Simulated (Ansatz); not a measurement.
Relaxation of a generated cell, Au built in the AFLOW prototype A_hR12_166_2h (as in B); 12 atoms in the cell, which starts as R-3m, hexagonal axes (No. 166), hR12; a = b = 6.5084 Å, c = 16.6629 Å, α = β = 90.00°, γ = 120.00°. Method: PBE (plane waves to 420 eV, PAW, scalar-relativistic; Ansatz, an electronic-structure program). Γ-centred k-mesh 5×5×5 on the run's cell (coarser than for final values), Fermi–Dirac smearing 0.05 eV. This is the first round of the run. 

The optimiser's lines from the output (shortened; P is positive under compression):

```
relax step   1: F+E_penalty+E_count = -157778.09964764 eV  Δ(F+E_penalty+E_count) = +0.000e0 eV  max|allowed force component| = 1.279e1 eV/Å  Δτ_max = 0.0000 Å  P = +126.052 GPa  Ω = 203.752 Å³  (9 SCF iters, dr2 threshold 1.00e-7 eV, accepted)
relax step   2: F+E_penalty+E_count = -157799.33603384 eV  Δ(F+E_penalty+E_count) = -2.124e1 eV  max|allowed force component| = 3.371e0 eV/Å  Δτ_max = 0.1029 Å  P = +52.501 GPa  Ω = 231.817 Å³  (7 SCF iters, dr2 threshold 1.20e-6 eV, accepted)
relax step   3: F+E_penalty+E_count = -157806.37152126 eV  Δ(F+E_penalty+E_count) = -7.035e0 eV  max|allowed force component| = 1.342e0 eV/Å  Δτ_max = 0.0266 Å  P = +22.181 GPa  Ω = 260.155 Å³  (7 SCF iters, dr2 threshold 1.20e-6 eV, accepted)
relax step   4: F+E_penalty+E_count = -157809.10430488 eV  Δ(F+E_penalty+E_count) = -2.733e0 eV  max|allowed force component| = 5.288e-1 eV/Å  Δτ_max = 0.0273 Å  P = +3.289 GPa  Ω = 294.004 Å³  (7 SCF iters, dr2 threshold 1.20e-6 eV, accepted)
relax step   5: F+E_penalty+E_count = -157809.27022853 eV  Δ(F+E_penalty+E_count) = -1.659e-1 eV  max|allowed force component| = 6.160e-2 eV/Å  Δτ_max = 0.0361 Å  P = -0.516 GPa  Ω = 303.204 Å³  (6 SCF iters, dr2 threshold 1.20e-6 eV, accepted)
relax step   6: F+E_penalty+E_count = -157809.26853643 eV  Δ(F+E_penalty+E_count) = +1.692e-3 eV  max|allowed force component| = 1.021e-1 eV/Å  Δτ_max = 0.0255 Å  P = -0.038 GPa  Ω = 302.063 Å³  (6 SCF iters, dr2 threshold 1.20e-6 eV, rejected (line search))
relax step   7: F+E_penalty+E_count = -157809.27652772 eV  Δ(F+E_penalty+E_count) = -6.299e-3 eV  max|allowed force component| = 2.243e-2 eV/Å  Δτ_max = 0.0071 Å  P = -0.105 GPa  Ω = 302.292 Å³  (10 SCF iters, accepted)
relax step   8: F+E_penalty+E_count = -157809.27692529 eV  Δ(F+E_penalty+E_count) = -3.976e-4 eV  max|allowed force component| = 1.728e-3 eV/Å  Δτ_max = 0.0023 Å  P = -0.001 GPa  Ω = 302.025 Å³  (5 SCF iters, dr2 threshold 5.05e-8 eV, accepted)
relax step   9: F+E_penalty+E_count = -157809.49909214 eV  Δ(F+E_penalty+E_count) = -2.222e-1 eV  max|allowed force component| = 1.176e-2 eV/Å  Δτ_max = 0.0000 Å  P = +1.649 GPa  Ω = 302.025 Å³  stress off target by 2.21e0 GPa  SCF on the basis re-selected at this cell (its energy is not comparable with the rows above)  (10 SCF iters)
relax step  10: F+E_penalty+E_count = -157809.53813586 eV  Δ(F+E_penalty+E_count) = -3.904e-2 eV  max|allowed force component| = 1.088e-2 eV/Å  Δτ_max = 0.0129 Å  P = +0.381 GPa  Ω = 306.828 Å³  (5 SCF iters, dr2 threshold 1.20e-6 eV, accepted)
relax step  11: F+E_penalty+E_count = -157809.54656600 eV  Δ(F+E_penalty+E_count) = -8.430e-3 eV  max|allowed force component| = 1.822e-2 eV/Å  Δτ_max = 0.0098 Å  P = -0.022 GPa  Ω = 308.240 Å³  (5 SCF iters, dr2 threshold 1.20e-6 eV, accepted)
relax step  12: F+E_penalty+E_count = -157809.54637585 eV  Δ(F+E_penalty+E_count) = +1.901e-4 eV  max|allowed force component| = 5.350e-2 eV/Å  Δτ_max = 0.0166 Å  P = -0.009 GPa  Ω = 307.596 Å³  (7 SCF iters, dr2 threshold 3.30e-8 eV, rejected (line search))
relax step  13: F+E_penalty+E_count = -157809.54893128 eV  Δ(F+E_penalty+E_count) = -2.365e-3 eV  max|allowed force component| = 1.121e-2 eV/Å  Δτ_max = 0.0084 Å  P = +0.023 GPa  Ω = 307.777 Å³  (9 SCF iters, accepted)
relax step  14: F+E_penalty+E_count = -157809.54899729 eV  Δ(F+E_penalty+E_count) = -6.601e-5 eV  max|allowed force component| = 4.534e-3 eV/Å  Δτ_max = 0.0018 Å  P = +0.003 GPa  Ω = 307.813 Å³  (6 SCF iters, dr2 threshold 7.86e-9 eV, accepted)
relax step  15: F+E_penalty+E_count = -157809.55037892 eV  Δ(F+E_penalty+E_count) = -1.382e-3 eV  max|allowed force component| = 4.349e-3 eV/Å  Δτ_max = 0.0000 Å  P = -0.002 GPa  Ω = 307.813 Å³  stress off target by 2.52e-3 GPa  SCF on the basis re-selected at this cell (its energy is not comparable with the rows above)  (8 SCF iters)
```

From the first to the last row the energy changes by -2.62 eV/atom and the volume by +51.1 %. The last row is marked as not comparable with the walk above it, whose basis was carried along; it does compare with step 1, since both stand on a basis selected at the nominal cutoff for their own cell.

Energy and pressure jump between steps 8 and 9 at one geometry, where the plane-wave basis was selected anew. While the cell walks, the set of plane waves is carried along, so its effective cutoff drifts with the strain; re-selecting it at 420 eV moved the energy by -0.019 eV/atom and the pressure by 1.7 GPa. Only step 1 and rows on a re-selected basis compare with each other.

Steps 6, 12 were rejected by the optimiser.

Later rounds, restarted from the end of this one on a renewed k-mesh, logged 6 more steps and released under 0.01 eV/atom more. The final structure after all rounds: R-3m, hexagonal axes (No. 166), hR12, AFLOW prototype A_hR12_166_2h (as in B); a = 7.3446 Å, b = 7.3446 Å, c = 19.7970 Å, α = 90.00°, β = 90.00°, γ = 120.00°. Between re-selections the logged energies stand on a plane-wave basis carried along with the cell. No spin polarisation in the result.

The run could not lose the symmetry of its start, so the end can be a saddle point.

The relaxed structure here is a generated cell of Au: the first start was made by placing the elements on the sites of a structure type, and the end was not matched to a known phase here, so it may be hypothetical. Known forms of Au include space group No. 225.
